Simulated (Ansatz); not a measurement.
# Phonons of rocksalt-structured LaBi

Method: PBEsol, scalar-relativistic; no spin polarisation; PAW, 420 eV, Gaussian smearing of 0.15 eV; code Ansatz; PAW files: Ansatz's generated set soft_2.

```
La Bi
1.0
     0.00000    3.27879    3.27879
     3.27879    0.00000    3.27879
     3.27879    3.27879    0.00000
La Bi
1 1
Cartesian
  3.2788 3.2788 3.2788
  0.0000 0.0000 0.0000
```

The compound is reported in the structure type of the start.

Force constants come from finite displacements in a 2×2×2 supercell (the unit cell's 10×10×10 k-mesh, folded to it); the long-range dipole term is not included. Points in reciprocal vectors of this cell: Γ = (0.000, 0.000, 0.000), X = (0.500, 0.000, 0.500), U = (0.625, 0.250, 0.625), K = (0.375, 0.375, 0.750), L = (0.500, 0.500, 0.500), W = (0.500, 0.250, 0.750).

Is the structure dynamically stable along this path, and where does the spectrum end?

Yes: no branch is imaginary beyond numerical noise. The highest frequency is 136 cm⁻¹, at L. Points that don't fit the supercell are interpolated.

Frequencies at the named points (cm⁻¹, imaginary ones negative):
| point | ω (cm⁻¹) |
| --- | --- |
| Γ | 0 0 0 110 110 110 |
| X | 47 47 60 112 112 122 |
| U | 59 61 69 104 117 122 |
| K | 59 61 69 104 117 122 |
| L | 80 80 92 93 93 136 |
| W | 59 59 76 101 120 120 |

What does the harmonic approximation give for the vibrational free energy, entropy and heat capacity?

Zero-point energy 16.4 meV/atom.
| T (K) | F_vib (meV/atom) | S (J/K per mole of atoms) | C_V (J/K per mole of atoms) |
| --- | --- | --- | --- |
| 100 | 6.6 | 22.1 | 21.7 |
| 200 | -25.3 | 38.1 | 24.1 |
| 300 | -70.2 | 47.9 | 24.5 |
| 400 | -123.8 | 55.0 | 24.7 |
| 500 | -183.7 | 60.5 | 24.8 |
| 600 | -248.9 | 65.1 | 24.8 |
| 700 | -318.4 | 68.9 | 24.9 |
| 800 | -391.5 | 72.2 | 24.9 |
| 900 | -467.9 | 75.2 | 24.9 |
| 1000 | -547.2 | 77.8 | 24.9 |

The highest mode, 136 cm⁻¹, is worth 200 K. At 300 K the heat capacity has reached 98 % of the classical limit 3R = 24.9 J/K per mole of atoms, since all modes lie under k_BT.

The crystal is a metal or nearly so; low and unstable modes depend on mesh and smearing.

Run time: 38 s on 4 threads of Intel(R) Xeon(R) 6975P-C (Granite Rapids), on a shared host, peak memory 2.4 GiB.

Spin–orbit coupling, which matters for such heavy elements, is left out.
